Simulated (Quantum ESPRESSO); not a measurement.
# Kohn-Sham bands of CsPbCl$_{3}$ (cubic perovskite)

```xyz
5
Lattice="5.6798 0.0000 0.0000 0.0000 5.6798 0.0000 0.0000 0.0000 5.6798" Properties=species:S:1:pos:R:3 pbc="T T T"
Cs     0.0000     0.0000     0.0000
Pb     2.8399     2.8399     2.8399
Cl     0.0000     2.8399     2.8399
Cl     2.8399     0.0000     2.8399
Cl     2.8399     2.8399     0.0000
```

Structure: Materials Project mp-23037, symmetrised, not relaxed again. COD (Crystallography Open Database) records the formula in this space group. Ideal cubic forms of this type are often high-temperature phases that distort on cooling; symmetry holds the cell here, and its stability was not tested. Computed values, not measurements, from PBEsol: Quantum ESPRESSO (norm-conserving PseudoDojo potentials, cutoff 50 Ry, no spin polarisation, no spin-orbit coupling) on a Γ-centred 6×6×6 mesh, then Wannier90. Density: 6×6×6 mesh, cold smearing 0.01 Ry. Spin-orbit coupling is left out although heavy elements are present.

Problem. List the Kohn-Sham levels between −8 and 5.0 eV relative to the valence-band maximum at the high-symmetry points, as a band run of pw.x on that density gives them (levels within 2 meV counted together).

Solution. 
| point | k (reciprocal lattice) | levels (eV) |
|---|---|---|
| Γ | 0.000 0.000 0.000 | -7.90 (×3), -6.59, -4.32 (×3), -2.31 (×3), -2.23 (×3), 3.43, 4.51 (×2) |
| X | 0.000 0.500 0.000 | -7.90, -7.89 (×2), -7.44, -4.25 (×2), -2.87, -2.42, -2.42 (×2), -2.32 (×2), -1.54, 2.99, 4.79 |
| M | 0.500 0.500 0.000 | -7.92 (×2), -7.87, -4.12, -3.08, -2.54 (×2), -2.49 (×2), -2.49, -1.92, -0.75, 2.53 (×2), 4.90 |
| R | 0.500 0.500 0.500 | -7.95 (×3), -2.88 (×3), -2.48 (×2), -1.91 (×3), 0.00, 1.97 (×3) |
